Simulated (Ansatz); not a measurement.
# TeS2: projected DOS by orbital

```xyz
3
Lattice="0.0000 3.2774 3.2774 3.2774 0.0000 3.2774 3.2774 3.2774 0.0000" Properties=species:S:1:pos:R:3 pbc="T T T"
Te    0.0000    0.0000    0.0000
S     1.6387    1.6387    1.6387
S     4.9161    4.9161    4.9161
```

Atom numbers follow the list: Te1, S2, S3.

The cell was built from the fluorite type and relaxed in the same program, and has space group Fm-3m; it needn't be a known or the stable phase.

Spin–orbit coupling is left out, though it moves levels of the heavy atoms by tenths of an eV or more.

The calculation used DFT, PBE, all-electron LAPW, scalar-relativistic (Ansatz 0.2.0).

Numerical set-up: a Γ-centred 10×10×10 k mesh, Fermi–Dirac smearing of 0.03 eV, basis error target 0.5 meV/atom, no spin polarisation.

States per eV for one atom of each kind, in 0.4 eV bins named by their centres, from the Fermi level, projected on a minimal set of Löwdin-orthogonalised atomic shells; orbitals are real harmonics on the Cartesian axes, equal curves share a column, and empty bins are left out, as is all above 5.1 eV, near the top of the computed bands.

Te1 5p:

```
# E all pz=px=py
-13.9 0.06 0.02
-13.5 0.08 0.03
-13.1 0.09 0.03
-12.7 0.05 0.02
-12.3 0.27 0.09
-11.9 0.11 0.04
-11.5 0.07 0.02
-11.1 0.06 0.02
-10.7 0.06 0.02
-10.3 0.05 0.02
-9.9 0.03 0.01
-9.5 0.02 0.01
-9.1 0.01 0.00
-5.9 0.41 0.14
-5.5 0.79 0.26
-5.1 0.87 0.29
-4.7 1.26 0.42
-4.3 0.66 0.22
-3.9 0.75 0.25
-3.5 0.48 0.16
-3.1 0.27 0.09
-2.7 0.19 0.06
-2.3 0.09 0.03
-1.9 0.17 0.06
-1.5 0.25 0.08
-1.1 0.15 0.05
-0.7 0.10 0.03
-0.3 0.05 0.02
0.1 0.17 0.06
0.5 0.33 0.11
0.9 0.55 0.18
1.3 0.82 0.27
1.7 1.82 0.61
2.1 1.63 0.54
2.5 1.57 0.52
```

S2 3p:

```
# E all pz=px=py
-13.9 0.04 0.01
-13.5 0.05 0.02
-13.1 0.04 0.01
-12.7 0.01 0.00
-12.3 0.04 0.01
-11.9 0.04 0.01
-11.5 0.04 0.01
-11.1 0.04 0.01
-10.7 0.03 0.01
-10.3 0.02 0.01
-9.9 0.01 0.00
-9.5 0.01 0.00
-5.9 0.29 0.10
-5.5 0.56 0.19
-5.1 0.62 0.21
-4.7 0.86 0.29
-4.3 0.45 0.15
-3.9 0.55 0.18
-3.5 0.34 0.11
-3.1 0.28 0.09
-2.7 0.56 0.19
-2.3 0.66 0.22
-1.9 1.02 0.34
-1.5 1.32 0.44
-1.1 1.15 0.38
-0.7 1.39 0.46
-0.3 0.63 0.21
0.1 0.21 0.07
0.5 0.17 0.06
0.9 0.32 0.11
1.3 0.44 0.15
1.7 0.86 0.29
2.1 0.79 0.26
2.5 0.76 0.25
```

Te1 5s:

```
# E all
-13.9 0.35
-13.5 0.47
-13.1 0.32
-12.7 0.08
-12.3 0.18
-11.9 0.25
-11.5 0.38
-11.1 0.42
-10.7 0.44
-10.3 0.42
-9.9 0.24
-9.5 0.15
-9.1 0.09
-8.7 0.05
-4.7 0.01
-4.3 0.01
-3.9 0.02
-3.5 0.02
-3.1 0.03
-2.7 0.07
-2.3 0.01
-1.9 0.09
-1.5 0.15
-1.1 0.11
-0.7 0.11
-0.3 0.01
```

S2 3s:

```
# E all
-13.9 0.24
-13.5 0.33
-13.1 0.29
-12.7 0.14
-12.3 0.91
-11.9 0.75
-11.5 0.58
-11.1 0.29
-10.7 0.18
-10.3 0.18
-9.9 0.09
-9.5 0.05
-9.1 0.03
-8.7 0.02
-5.5 0.01
-5.1 0.03
-4.7 0.06
-4.3 0.03
-3.9 0.08
-3.5 0.05
-3.1 0.03
-2.7 0.02
-2.3 0.01
-1.9 0.01
-1.5 0.02
-1.1 0.01
-0.7 0.01
-0.3 0.01
0.1 0.01
0.5 0.02
0.9 0.02
1.3 0.03
1.7 0.04
2.1 0.03
2.5 0.03
```
